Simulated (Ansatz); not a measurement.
PbS in the rocksalt structure, relaxed with r2SCAN, was run in the PAW code Ansatz under altered settings. All numbers are computed, without spin polarisation but where a row says otherwise.

```yaml
crystal:
  lattice:
    - [0.00000, 2.98723, 2.98723]
    - [2.98723, 0.00000, 2.98723]
    - [2.98723, 2.98723, 0.00000]
  atoms:
    - { symbol: Pb, position: [0.00000, 0.00000, 0.00000] }
    - { symbol: S, position: [0.50000, 0.50000, 0.50000] }
```

The base run's other keys:
```yaml
kpoints:
  mp_grid: { grid: [6, 6, 6] }
hamiltonian:
  xc: pbe
scf:
  occupations: { method: fixed }
  n_extra_bands: 4
```

It takes 7 iterations with 1037 plane waves at 420 eV and 16 k points, and leaves a mean stress of +0.92 GPa. The gap over this mesh is 0.436 eV. It ran on 4 threads of Arm Neoverse N1, with other jobs on the host.

Outcomes, with energy and stress as changes against the base:

| setting | outcome | ΔF (meV/atom) | Δ mean stress (GPa) | gap on the mesh (eV) | iterations | wall time |
| --- | --- | --- | --- | --- | --- | --- |
| basis.ecutwfc: 600 | converged | -0.5 | 0.00 | 0.436 | 6 | 1 s |
| kpoints.mp_grid.grid: [4, 4, 4] | converged | +7.4 | +0.11 | 0.434 | 6 | 0.57 s |
| scf.mixing.ndim: 1 | converged | 0.0 | 0.00 | 0.436 | 13 | 0.91 s |
| kpoints.mp_grid.grid: [2, 4, 6] | converged, warned | +48 | +0.63 | 0.402 | 6 | 0.84 s |
| scf.occupations: cold 1.5 | converged | +154 | -2.64 | – | 6 | 0.75 s |
| kpoints.mp_grid.grid: [1, 1, 8] | converged, warned | +2574 | +20.23 | 0.069 | 9 | 0.65 s |
| basis.ecutwfc: 120 | converged, warned | +46581 | -1.27 | 1.959 | 9 | 0.42 s |
| scf.mixing.ndim: 30 | converged | 0.0 | 0.00 | 0.436 | 7 | 0.68 s |
| basis.ecutwfc: 200 | converged, warned | +2703 | +0.59 | 0.650 | 7 | 0.45 s |
| scf.occupations: fermi_dirac 0.001 | converged | 0.0 | 0.00 | 0.436 | 6 | 0.68 s |
| scf.n_extra_bands: 5000 | refused | – | – | – | – | 0.06 s |
| hamiltonian.xc: hse6 | refused | – | – | – | – | 0.01 s |
| hamiltonian.xc: lda | converged | – | -4.64 | 0.306 | 6 | 0.67 s |

A dash marks a value that wasn't obtained or can't be compared. Stress is positive in compression. Its mean hides that meshes of lower symmetry stress the axes unequally. The base took 0.82 s.

- kpoints.mp_grid.grid: [2, 4, 6]. The free energy moves by +48 meV an atom, the mean stress by +0.63 GPa and the gap on the mesh by -0.034 eV (to 0.402). The mesh breaks the crystal's symmetry, so the stress, and any force that symmetry no longer fixes, lose it too. The mesh is too coarse. Warned: symmetry narrowed by mesh.
- scf.occupations: cold 1.5. The free energy moves by +154 meV an atom, the mean stress by -2.64 GPa and the gap on the mesh by +0.007 eV (to 0.443). The term −TS is +320 meV an atom, of a sign that arises since this scheme's broadening is partly negative. A width of 1.5 eV moves electrons across a gap of 0.44 eV: this is no longer the ground state.
- kpoints.mp_grid.grid: [1, 1, 8]. The free energy moves by +2574 meV an atom, the mean stress by +20.23 GPa and the gap on the mesh by -0.367 eV (to 0.069). The mesh breaks the crystal's symmetry, so the stress, and any force that symmetry no longer fixes, lose it too. The mesh is too coarse. Warned: symmetry narrowed by mesh.
- basis.ecutwfc: 120. 169 plane waves in place of 1037. The free energy moves by +46581 meV an atom, the mean stress by -1.27 GPa and the gap on the mesh by +1.524 eV (to 1.959). The basis is too small: these are errors of the cutoff. Warned: cutoff below recommended.
- basis.ecutwfc: 200. 331 plane waves in place of 1037. The free energy moves by +2703 meV an atom, the mean stress by +0.59 GPa and the gap on the mesh by +0.214 eV (to 0.650). The basis is too small: these are errors of the cutoff. Warned: cutoff below recommended.
- scf.n_extra_bands: 5000. It is rejected at once. Error: inconsistent input (scf.n_extra_bands, basis.ecutwfc, kpoints): n_bands = 5010 exceeds the smallest per-k basis n_pw = 1018 (k-point 4, counted from 0 among those solved) — raise basis.ecutwfc or lower scf.n_extra_bands
- hamiltonian.xc: hse6. The input is refused before any iteration. Error: YAML parse error: line 12 column 7: hamiltonian.xc: unknown variant `hse6`, expected one of […]

Within 1 meV an atom, 0.1 GPa and 0.005 eV of the base stay: basis.ecutwfc: 600; scf.mixing.ndim: 1; scf.mixing.ndim: 30; scf.occupations: fermi_dirac 0.001.

Spin-orbit coupling is left out; in compounds of Pb, Bi, Tl or Hg it can lower a gap by up to about 1 eV, split its edges or invert the bands.

Gaps or overlaps of about a tenth of an eV are at the limit of these meshes: between the points read a gap can be smaller or closed.
